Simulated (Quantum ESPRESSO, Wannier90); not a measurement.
Wannierisation of Ni3Ge (Cu3Au type)

```xyz
4
Lattice="3.5303 0.0000 0.0000 0.0000 3.5303 0.0000 0.0000 0.0000 3.5303" Properties=species:S:1:pos:R:3 pbc="T T T"
Ni     1.7652     0.0000     1.7652
Ni     0.0000     1.7652     1.7652
Ni     1.7652     1.7652     0.0000
Ge     0.0000     0.0000     0.0000
```

Materials Project entry mp-21008; symmetrised, unrelaxed at this level. Not found in the COD (Crystallography Open Database) copy used; not checked further. Computed values, not measurements, from PBEsol: Quantum ESPRESSO (norm-conserving PseudoDojo potentials, cutoff 79 Ry, spinors with spin-orbit coupling) on a Γ-centred 4×4×4 mesh, then Wannier90. Density: 10×10×10 mesh, cold smearing 0.01 Ry. A non-magnetic state is assumed; magnetic ones were not tried.

A tight-binding model is made by disentanglement and projection with no localisation steps (num_iter = 0), so the 62 orbitals stay atom-like: hydrogen-like Ni: s;p;d; Ge: s;p, axes along x, y, z; frozen window up to 3.00 eV relative to the Fermi level. It follows pw.x to 18 meV rms for states up to 1.0 eV relative to the Fermi level. Matrix elements depend on this choice of orbitals and windows.

Q: What are the on-site energies relative to the Fermi level, and how fast do the hoppings decay?

A: 
```
atom                       orbitals  energy (eV)
----  -----------------------------  -----------
Ni1                           s↑ s↓         6.19
Ni1                 pz↑ pz↓ px↑ px↓        11.65
Ni1                         py↑ py↓        13.21
Ni1   dz2↑ dz2↓ dyz↑ dyz↓ dxy↑ dxy↓        -1.87
Ni1                       dxz↑ dxz↓        -2.14
Ni1                 dx2-y2↑ dx2-y2↓        -1.77
Ni2                           s↑ s↓         6.19
Ni2                 pz↑ pz↓ py↑ py↓        11.65
Ni2                         px↑ px↓        13.21
Ni2   dz2↑ dz2↓ dxz↑ dxz↓ dxy↑ dxy↓        -1.87
Ni2                       dyz↑ dyz↓        -2.14
Ni2                 dx2-y2↑ dx2-y2↓        -1.77
Ni3                           s↑ s↓         6.19
Ni3                         pz↑ pz↓        13.21
Ni3                 px↑ px↓ py↑ py↓        11.65
Ni3                       dz2↑ dz2↓        -1.72
Ni3             dxz↑ dxz↓ dyz↑ dyz↓        -1.87
Ni3                 dx2-y2↑ dx2-y2↓        -1.92
Ni3                       dxy↑ dxy↓        -2.14
Ge4                           s↑ s↓        -2.14
Ge4         pz↑ pz↓ px↑ px↓ py↑ py↓         6.75
```

```json
[
 {"distance of the centres (Å)": "2–3", "largest modulus (eV)": "2.2"},
 {"distance of the centres (Å)": "3–4", "largest modulus (eV)": "0.33"},
 {"distance of the centres (Å)": "4–5", "largest modulus (eV)": "0.43"},
 {"distance of the centres (Å)": "5–6", "largest modulus (eV)": "0.10"},
 {"distance of the centres (Å)": "6–7", "largest modulus (eV)": "0.050"}
]
```
